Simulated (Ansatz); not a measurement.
Hf:
```
CELL_PARAMETERS angstrom
      3.19393     0.00000     0.00000
     -1.59696     2.76602     0.00000
      0.00000     0.00000     5.03909
ATOMIC_POSITIONS crystal
  Hf 0.33333 0.66667 0.75000
  Hf 0.66667 0.33333 0.25000
```

Relaxed with r²SCAN+D4. Special points in fractions of this cell's reciprocal vectors: Γ (0.000, 0.000, 0.000); M (0.500, 0.000, 0.000); K (0.333, 0.333, 0.000); A (0.000, 0.000, 0.500); L (0.500, 0.000, 0.500); H (0.333, 0.333, 0.500).

List the band energies nearest the Fermi level at these points for r²SCAN+D4 in the plane-wave PAW code Ansatz.

In eV from the Fermi level; about four levels below and three above (degenerate sets whole), none deeper than 8.9 eV; points with the same levels are listed once.

| k | below | above |
|---|---|---|
| Γ | -7.79 -3.89 | 0.47 1.29 1.29 |
| M | -3.53 -2.90 -2.36 -1.02 | 0.92 0.93 1.82 |
| K | -2.24 -1.98 -1.98 -1.61 | 0.43 0.43 2.24 |
| A | -5.70 -5.70 | 0.14 0.14 1.18 1.18 1.18 1.18 |
| L | -3.57 -3.57 -1.05 -1.05 | 1.11 1.11 2.86 2.86 |
| H | -1.60 -1.60 -0.34 -0.34 | 2.77 2.77 5.33 5.33 |

Space group P6_3/mmc (hcp (Mg type)). Symmetry was held in the r²SCAN+D4 relaxation. No spin polarisation was allowed. The pairwise dispersion correction was not fitted to metals. Spin–orbit coupling is left out wherever it is not named.

Potentials: the earlier of the program's two PAW sets.
